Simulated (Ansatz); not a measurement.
KMnF3 in space group I4/mcm (No. 140; K on 4b, Mn on 4c, F on 4a, F on 8h), DFT-r²SCAN in the program Ansatz with PAW potentials. The conduction-band minimum lies at Γ, with 1 equivalent valley. Second derivatives d²E/dk² of the lowest band at one valley (eV·Å²), along Cartesian directions:

| direction | d²E/dk² |
|---|---|
| [100] | 14.69 |
| [010] | 14.69 |
| [001] | 14.53 |
| [110] | 14.69 |
| [101] | 14.61 |
| [011] | 14.61 |

Task: Find the principal effective masses, the density-of-states mass and the conductivity mass.

Result: Off-diagonal terms follow from H_xy = H[110] − (H_xx + H_yy)/2, and m*/mₑ = 7.620 eV·Å² over each eigenvalue: 0.52, 0.52, 0.52. One valley's DOS mass (m₁m₂m₃)^(1/3) = 0.52, conductivity mass 3/(Σ 1/mᵢ) = 0.52 mₑ.

Task: What effective density of states Nc follows at 300 K for parabolic valleys?

Result: Nc = 2.509e19 × 1 × (0.52)^(3/2) ≈ 9.4e18 cm⁻³.

The first step of the workflow began from a Materials Project structure, measured or hypothetical; the Crystallography Open Database copy checked does not list it. COD files the formula under space group No. 221, so this cell is another polymorph or a model. Whether it is the stable phase at ambient conditions was not checked. The cell was relaxed with r²SCAN under the symmetry of its start, as lowered by the spin order; its stability against distortions is not shown here. Spin order of the final state: antiferromagnetic, chosen from 5 collinear starts compared on coarse meshes (ties went to the first, and starts can fall back to one state), not a proven ground state. Other orbital occupations within this spin state were not tried. No Hubbard U is applied. Point labels and valley counts follow the cell and symmetry of the run, lower than the named group.

Potentials: the later of the program's two PAW sets.

Edges and masses are those of Kohn–Sham bands, whose gap is no quasiparticle gap.
